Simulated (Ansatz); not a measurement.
Computed with DFT PBE, scalar-relativistic, plane waves, PAW in Ansatz 0.2.0. Settings: cutoff 420 eV, Γ-centred meshes spaced at most about 0.3 Å⁻¹, and about 0.25 Å⁻¹ or finer for metals (2π included), Gaussian smearing. No spin polarisation in the final relaxations.

Temperature and zero-point effects are left out.

Compare these two cells of Hf3Si2O, each relaxed at this level.

A.

```
CELL_PARAMETERS angstrom
2.97123 1.71544 3.16913
-2.97123 1.71544 3.16913
0.00000 -3.43088 3.16913
ATOMIC_POSITIONS crystal
Hf 0.50000 0.00000 0.00000
Hf 0.00000 0.50000 0.00000
Hf 0.00000 0.00000 0.50000
Si 0.61737 0.61737 0.61737
Si 0.38263 0.38263 0.38263
O 0.00000 0.00000 0.00000
```

B.

```
CELL_PARAMETERS angstrom
3.62501 0.00000 0.00000
-1.81250 3.13935 0.00000
0.00000 0.00000 8.85588
ATOMIC_POSITIONS crystal
Hf 0.66667 0.33333 0.13520
Hf 0.33333 0.66667 0.86480
Hf 0.00000 0.00000 0.50000
Si 0.66667 0.33333 0.68145
Si 0.33333 0.66667 0.31855
O 0.00000 0.00000 0.00000
```

Question: Which would you expect to be lower, and how large is the difference?

Answer: B is lower, by 104 meV/atom. A has space group R-3m (No. 166), 16.2 Å³/atom and no gap on its mesh; B has space group P-3m1 (No. 164), 16.8 Å³/atom and no gap. Counting Hf or Si atoms around O (for each partner element, those within 1.25 times its shortest distance or 1.15 times the sum of covalent radii, where it is the nearest in units of that sum or under 1.3), A and B both have O 6. A holds Si–Si pairs (shortest 2.23 Å); in B the shortest Si–Si distance is 3.63 Å. The lower one is the more open, so pressure narrows the difference. Both come from invented guesses.

These runs have no spin–orbit coupling, which can matter for Hf. Cells relaxed within their symmetry can be saddle points.
